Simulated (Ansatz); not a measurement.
# What DFT gives for Ag2Pb

```
CELL_PARAMETERS angstrom
5.48577 0.00000 0.00000
0.00000 5.48577 0.00000
0.00000 0.00000 5.48577
ATOMIC_POSITIONS crystal
Pb 0.00000 0.00000 0.00000
Pb 0.50000 0.50000 0.50000
Ag 0.25000 0.25000 0.25000
Ag 0.75000 0.75000 0.25000
Ag 0.25000 0.75000 0.75000
Ag 0.75000 0.25000 0.75000
```

Single point in Ansatz 0.2.0 with PBEsol, no spin polarisation. Cutoff 420 eV, PAW datasets, 5×5×5 Γ-centred k mesh, cold filling (width 0.066 eV).

At the Fermi level: It is a metal, with about 2.6 states/eV a cell as the mean within 0.25 eV of the Fermi level, mostly Pb p (66 %) and Ag s (19 %).
Formation energy: 1.61 eV an atom against the elements' usual phases (free molecules for gases, crystals otherwise, with no correction for O₂ or N₂), so at this geometry it isn't bound against them. Relaxing would lower it.
Contacts: Pb–Ag at 2.38 Å: least valence density 0.65 e/Å³ and ELF 0.26 there. Both are smooth PAW fields, read partly inside the augmentation spheres.
Stress: The pressure is 20.5 GPa (compression positive), so with the atoms held at these fractions the cell would first expand.
Charges: Bader charges in e: Ag -0.20, Pb +0.40. In the mean Pb gives up most and Ag takes most, against the order of Pauling's electronegativities.

Origin: a known structure type with other elements, at an estimated volume, so it need not be a known compound. Caveats: atoms or cell far from equilibrium.
